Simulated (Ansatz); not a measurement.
Calculated ¹⁷O NMR of the central transition for As2O3

Cell: a structure deposited in the COD, its atoms then relaxed with PBE in this cell.

Space group Fd-3m:1 (No. 227); a = 11.0600 Å.

```
site  Wyckoff  site symmetry       x       y       z
  As      32e            .3m  0.8954  0.8954  0.3954
   O      48f           2.mm  0.1780  0.5000  0.0000
```

One atom of each set is listed; the run and its k-mesh use a cell of 20 atoms with edges of 7.82, 7.82, 7.82 Å.

Computed with Ansatz: DFT, PBE, plane waves and PAW, scalar-relativistic, 420 eV cutoff, Γ-centred 3×3×3 k-points, Fermi–Dirac smearing 0.02 eV.

¹⁷O has I = 5/2 and Q = -25.58 mb (Pyykkö 2018); at 23.5 T its Larmor frequency is ν₀ = 135.7 MHz. Only the quadrupole interaction is simulated: positions count from each site's isotropic chemical shift, and J coupling is left out, as are shift anisotropy and dipolar coupling, which fast spinning averages.

Simulated pattern of one O site (fast magic-angle spinning, Gaussian broadening 0.3 kHz):

```tsv
offset (kHz)	height
-6.690	0
-6.385	4
-6.080	10
-5.774	18
-5.469	22
-5.164	23
-4.859	25
-4.554	27
-4.249	30
-3.944	33
-3.639	52
-3.334	100
-3.028	98
-2.723	96
-2.418	72
-2.113	57
-1.808	49
-1.503	44
-1.198	40
-0.893	37
-0.588	34
-0.282	31
0.023	12
0.328	0
```

(1) Which |C_Q| and η does the pattern imply?

Results:

(1) The pattern spans 6.36 kHz before broadening and its centre of gravity is at -2.81 kHz, which fixes P_Q; the places of the horns and steps fix η. That gives P_Q = 7.98 MHz, |C_Q| = 7.20 MHz and η = 0.83. The sign of C_Q can't be read from the pattern.

The database positions were far from equilibrium, so the relaxed structure may not be the compound's real one.

The relaxation (6 steps) took 82 s of wall time (83 s of CPU time) and 0.66 GiB at its peak, on 1 thread of Arm Neoverse V1 (aarch64; 8 cores open to the job, memory cap 2.5 GiB, no GPU), a shared host with a load of 0.7 a core.
